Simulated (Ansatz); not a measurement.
SiO2:
```
CELL_PARAMETERS angstrom
      4.94947     0.00000     0.00000
     -2.47474     4.28637     0.00000
      0.00000     0.00000     5.44174
ATOMIC_POSITIONS crystal
  O  0.41257 0.26669 0.21428
  O  0.73331 0.14588 0.54761
  O  0.85412 0.58743 0.88095
  O  0.26669 0.41257 0.78572
  O  0.14588 0.73331 0.45239
  O  0.58743 0.85412 0.11905
  Si 0.47048 0.00000 0.33333
  Si 0.00000 0.47048 0.66667
  Si 0.52952 0.52952 0.00000
```

Relaxed with PBEsol.

Question: Give the optical modes at the zone centre with their infrared activity from DFPT, plane-wave PAW PBEsol (Ansatz code).

Answer: Transverse frequencies, without the LO–TO term; a row sums one degenerate level.

```csv
ω (cm⁻¹),degeneracy,IR ((D/Å)²/amu),activity,symmetry
120,2,0.00,IR-inactive,E
196,1,0.00,IR-inactive,A1
248,2,0.39,IR,E
336,1,0.00,IR-inactive,A1
341,1,4.62,IR,A2
371,2,5.74,IR,E
421,2,16.05,IR,E
441,1,0.00,IR-inactive,A1
465,1,8.65,IR,A2
674,2,1.20,IR,E
756,1,3.34,IR,A2
775,2,6.75,IR,E
1044,2,84.72,IR,E
1051,1,44.58,IR,A2
1061,1,0.00,IR-inactive,A1
1134,2,1.07,IR,E
```

Question: How high does the top mode go among those that the LO–TO term moves?

Answer: 1203 cm⁻¹ for q along x, 1203 cm⁻¹ for q along y, 1212 cm⁻¹ for q along z.

Space group P3_121. Symmetry was held in the PBEsol relaxation.

Potentials: the later of the program's two PAW sets.
